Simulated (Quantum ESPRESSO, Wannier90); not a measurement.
# Wannier functions of CsGeBr₃ (cubic perovskite)

```
begin unit_cell_cart
ang
    5.5333300000    0.0000000000    0.0000000000
    0.0000000000    5.5333300000    0.0000000000
    0.0000000000    0.0000000000    5.5333300000
end unit_cell_cart
begin atoms_frac
Cs   0.0000000000  0.0000000000  0.0000000000
Ge   0.5000000000  0.5000000000  0.5000000000
Br   0.5000000000  0.5000000000  0.0000000000
Br   0.0000000000  0.5000000000  0.5000000000
Br   0.5000000000  0.0000000000  0.5000000000
end atoms_frac
```

Materials Project entry mp-570223; symmetrised, unrelaxed at this level. Not found in the COD (Crystallography Open Database) copy used; not checked further. Level: PBEsol, spinors with spin-orbit coupling; pw.x of Quantum ESPRESSO at 63 Ry with PseudoDojo potentials, 4×4×4 k-points, Wannier90. Density: 6×6×6 mesh, Gaussian smearing 0.01 Ry.

A tight-binding model is made by disentanglement and projection with no localisation steps (num_iter = 0), so the 32 orbitals stay atom-like: hydrogen-like Cs: s; Ge: p; Br: s;p, axes along x, y, z; frozen window up to 1.85 eV relative to the valence-band maximum. It follows pw.x to 6.0 meV rms for states up to 1.4 eV relative to the valence-band maximum. Matrix elements depend on this choice of orbitals and windows. Bands 19–26 (Cs 5p 73 %, Ge 4s 16 %, Br 4p 8 %) lie between the kept ones and are excluded.

The 30 largest hoppings ⟨m,0|H|n,R⟩ between different sites (one of each Hermitian pair; signs follow the real orbitals' lobes; the list may end inside a set of equal values):

| m | n | R | distance of the centres (Å) | t (eV) | Im t (eV) |
|---|---|---|---|---|---|
| Br3 pz↑ | Ge2 pz↑ | 0 0 0 | 2.77 | 2.120 | 0.000 |
| Br3 pz↓ | Ge2 pz↓ | 0 0 0 | 2.77 | 2.120 | 0.000 |
| Br4 px↑ | Ge2 px↑ | 0 0 0 | 2.77 | 2.120 | 0.000 |
| Br4 px↓ | Ge2 px↓ | 0 0 0 | 2.77 | 2.120 | 0.000 |
| Br5 py↑ | Ge2 py↑ | 0 0 0 | 2.77 | 2.120 | 0.000 |
| Br5 py↓ | Ge2 py↓ | 0 0 0 | 2.77 | 2.120 | 0.000 |
| Ge2 pz↑ | Br3 pz↑ | 0 0 1 | 2.77 | 2.120 | 0.000 |
| Ge2 pz↓ | Br3 pz↓ | 0 0 1 | 2.77 | 2.120 | 0.000 |
| Ge2 py↑ | Br5 py↑ | 0 1 0 | 2.77 | 2.120 | 0.000 |
| Ge2 py↓ | Br5 py↓ | 0 1 0 | 2.77 | 2.120 | 0.000 |
| Ge2 px↑ | Br4 px↑ | 1 0 0 | 2.77 | 2.120 | 0.000 |
| Ge2 px↓ | Br4 px↓ | 1 0 0 | 2.77 | 2.120 | 0.000 |
| Br3 s↑ | Ge2 pz↑ | 0 0 0 | 2.77 | 1.261 | 0.000 |
| Br3 s↓ | Ge2 pz↓ | 0 0 0 | 2.77 | 1.261 | 0.000 |
| Br4 s↑ | Ge2 px↑ | 0 0 0 | 2.77 | 1.261 | 0.000 |
| Br4 s↓ | Ge2 px↓ | 0 0 0 | 2.77 | 1.261 | 0.000 |
| Br5 s↑ | Ge2 py↑ | 0 0 0 | 2.77 | 1.261 | 0.000 |
| Br5 s↓ | Ge2 py↓ | 0 0 0 | 2.77 | 1.261 | 0.000 |
| Ge2 pz↑ | Br3 s↑ | 0 0 1 | 2.77 | -1.261 | 0.000 |
| Ge2 pz↓ | Br3 s↓ | 0 0 1 | 2.77 | -1.261 | 0.000 |
| Ge2 py↑ | Br5 s↑ | 0 1 0 | 2.77 | -1.261 | 0.000 |
| Ge2 py↓ | Br5 s↓ | 0 1 0 | 2.77 | -1.261 | 0.000 |
| Ge2 px↑ | Br4 s↑ | 1 0 0 | 2.77 | -1.261 | 0.000 |
| Ge2 px↓ | Br4 s↓ | 1 0 0 | 2.77 | -1.261 | 0.000 |
| Br3 px↑ | Ge2 px↑ | 0 0 0 | 2.77 | -0.509 | 0.000 |
| Br3 px↓ | Ge2 px↓ | 0 0 0 | 2.77 | -0.509 | 0.000 |
| Br3 py↑ | Ge2 py↑ | 0 0 0 | 2.77 | -0.509 | 0.000 |
| Br3 py↓ | Ge2 py↓ | 0 0 0 | 2.77 | -0.509 | 0.000 |
| Br4 pz↑ | Ge2 pz↑ | 0 0 0 | 2.77 | -0.509 | 0.000 |
| Br4 pz↓ | Ge2 pz↓ | 0 0 0 | 2.77 | -0.509 | 0.000 |
